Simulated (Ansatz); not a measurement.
Be (P6_3/mmc), phonons: input and output

Computed with PBEsol, PAW on Ansatz 0.2.0's default frozen-core files (fitted under PBE), scalar-relativistic; not a measurement.

The cell is the relaxed one with its volume scaled by 1.02.

Launched as:

```sh
ansatz run input.yaml --threads 1 --pin off --max-ram 3072MiB --backend cpu --events-out ev --progress --plain --runs-dir out
```

Input file:

```yaml
crystal:
  lattice:
    - [2.27303632801, 0.0, 0.0]
    - [-1.13651816401, 1.96850720378, 0.0]
    - [0.0, 0.0, 3.57378825689]
  atoms:
    - { symbol: Be, position: [0.333333333333, 0.666666666667, 0.25] }
    - { symbol: Be, position: [0.666666666667, 0.333333333333, 0.75] }
kpoints:
  mp_grid: { grid: [16, 16, 10] }
scf:
  occupations: { method: fermi_dirac, width: 0.05 }
hamiltonian:
  xc: pbesol
  pseudopotentials: { kind: paw }
phonons:
  qmesh: [2, 2, 2]
  qpath:
    path:
      - [0.0, 0.0, 0.0]
      - [0.5, 0.0, 0.0]
      - [0.3333333333, 0.3333333333, 0.0]
      - [0.0, 0.0, 0.0]
      - [0.0, 0.0, 0.5]
      - [0.5, 0.0, 0.5]
      - [0.3333333333, 0.3333333333, 0.5]
      - [0.0, 0.0, 0.5]
      - [0.5, 0.0, 0.5]
    npoints: 6
  temperatures: { t_min: 0, t_max: 1000, t_step: 100 }
```

Output (shortened where marked):

```
Warning: RAYON_NUM_THREADS=1 ignored (pool sized by the plan → 1); use --threads N
Engine: ansatz 0.2.0, x86_64-unknown-linux-gnu
Pseudopotentials: kind: paw
Pseudopotential: Be, paw, valence charge 2, recommended cutoff 420 eV (normal), Be.paw.azcp
Functional definition: PBEsol
  exchange = pbesol_x
  correlation = pbesol_c
Crystal: 8 atoms, lattice volume = 63.963 Å³
Basis set: ecut = 420 eV, 1245 PW (Γ), FFT grids on a1, a1+a2, a3, exchange–correlation on 32×54×96 points (8 copies of the dense FFT grid, shifted against one another)
Bands: 14, of which v1, the nominal top of the filled ones, is band 8 counted from 1 (7 counted from 0)
Symmetry: 32 space group operations
k-points: 123 of 640
Non-local potential: Be, projectors of the file, l = 0: 2, l = 1: 2, l = 2: 1
PAW form: soft (Blöchl's): semilocal exchange-correlation on the pseudo side does not see the compensation charge
PAW frozen core: Be, regenerated for the run's functional, and the local potential with it (the file was generated under x = pbe(κ = 0.804, μ = 0.2195149727645171), c = pbe(β = 0.06672455060314922))
PAW one-centre angular grid: Be, 110 points (default); XC on 64 Gauss nodes
[... 76 lines left out ...]
  atom   7  Be     0.00000000    -0.00000006    -0.00000000
  atom   8  Be    -0.00000000     0.00000006     0.00000000
  max |Σ_I F_I| component: 1.39e-17 eV/Å
--- Phonons: 3 displaced members + reference (amplitude 0.0025 Å, Σ member SCF iterations 23) ---
  symmetry images taken by strict's conditions (phonons.symmetry_images: auto; settled by no image being taken that strict refuses)
  ASR residual: 2.102e-4 → 0.000e0 eV/Å²; symmetrization residual: 2.898e-5 eV/Å²
  largest component of a force at the reference: 6.2e-8 eV/Å
  ASR residual per site (eV/Å²): 2.10e-4 2.10e-4
  Γ frequencies (cm⁻¹): 0.00 0.00 0.00 464.37 464.37 681.99
--- Phonons (by wavevector): 4 wavevectors in 1 supercell ---
  supercell 1 (4 cells, vectors [1, 0, 0], [0, 2, 0], [0, 0, 2] in multiples of the cell's): 3 displaced members by 0.0025 Å; free energy -722.812412 eV; taken off its force constants: by the sum rule 2.1e-4, by the ...
  q = [0.0000, 0.0000, 0.0000] (star 1, supercell 1; hermiticity 1.26e-17, symmetrization 1.35e-6): -0.00 -0.00 0.00 464.37 464.37 681.99
  q = [0.0000, 0.0000, -0.5000] (star 1, supercell 1; hermiticity 1.07e-16, symmetrization 1.30e-5): 359.08 359.08 359.08 359.08 499.48 499.48
  q = [0.0000, -0.5000, 0.0000] (star 3, supercell 1; hermiticity 1.14e-16, symmetrization 6.03e-16): 399.48 426.30 569.38 578.89 589.56 603.97
  q = [0.0000, -0.5000, -0.5000] (star 3, supercell 1; hermiticity 9.78e-17, symmetrization 6.03e-16): 486.39 486.39 509.84 509.84 644.00 644.00
  joined force constants: q→R imaginary residual 7.26e-18
  density of states and harmonic sums: on the 32×32×18 q-mesh, interpolated from the force constants of a 2×2×2 supercell (no non-analytic term)
  largest difference from the sums on the solved wave vectors: F 3.72e-2 eV, S 6.95e-5 and C_V 3.23e-5 eV/K
```

Self-consistency was reached.

**Harmonic thermodynamics**

Harmonic phonons of a crystal by Kohn-Sham DFT at the given cell, standard atomic masses, acoustic sum rule imposed; negative wavenumbers are unstable modes; sums over wave vectors interpolated from the q mesh.

```json
{
  "Zero point energy": "92.92 meV/atom"
}
```

```
temperature (K)  phonon heat capacity (k_B/atom)  phonon entropy (k_B/atom)  phonon free energy (meV/atom)
            100                            0.206                    0.05827                          92.81
            200                            1.166                      0.483                          90.75
            300                            1.895                      1.107                          83.93
            400                            2.295                      1.713                          71.74
            500                             2.52                      2.252                          54.61
            600                            2.655                      2.724                          33.12
            700                            2.741                       3.14                           7.82
            800                            2.799                       3.51                         -20.86
            900                            2.839                      3.842                         -52.57
           1000                            2.869                      4.143                         -86.99
```

### Zone-centre phonons

Optical zone-centre levels upwards with Mulliken labels, activity, and the element with most of the kinetic energy.

```json
{"Point group": "6/mmm"}
```

```csv
number,phonon wavenumber (cm⁻¹),label,infrared,raman,lead element
1,464.4,E2g,no,yes,Be
2,682,B1g,no,no,Be
```

Phonons on the q mesh:

One row a degenerate set, branches counted upwards.

```json
{
 "Unstable phonons": "no"
}
```

```tsv
point	q a (r.l.u.)	q b (r.l.u.)	q c (r.l.u.)	branch	phonon wavenumber (cm⁻¹)	degeneracy
Gamma	0	0	0	4	464.4	2
Gamma	0	0	0	6	682	1
M	0.5	0	0	1	399.5	1
M	0.5	0	0	2	426.3	1
M	0.5	0	0	3	569.4	1
M	0.5	0	0	4	578.9	1
M	0.5	0	0	5	589.6	1
M	0.5	0	0	6	604	1
A	0	0	0.5	1	359.1	4
A	0	0	0.5	5	499.5	2
L	0.5	0	0.5	1	486.4	2
L	0.5	0	0.5	3	509.8	2
L	0.5	0	0.5	5	644	2
```

Limits of these numbers: frozen-core PAW files fitted under PBE, their cores solved anew for the functional of the run; responses of metals move with mesh and smearing; cell scaled away from its relaxed volume; coarse q mesh; activity by symmetry alone, a metal screens infrared modes.

It took 42 s on 1 thread of AMD EPYC 7R32 (Zen 2), with other jobs on the host, peak memory 0.61 GiB.
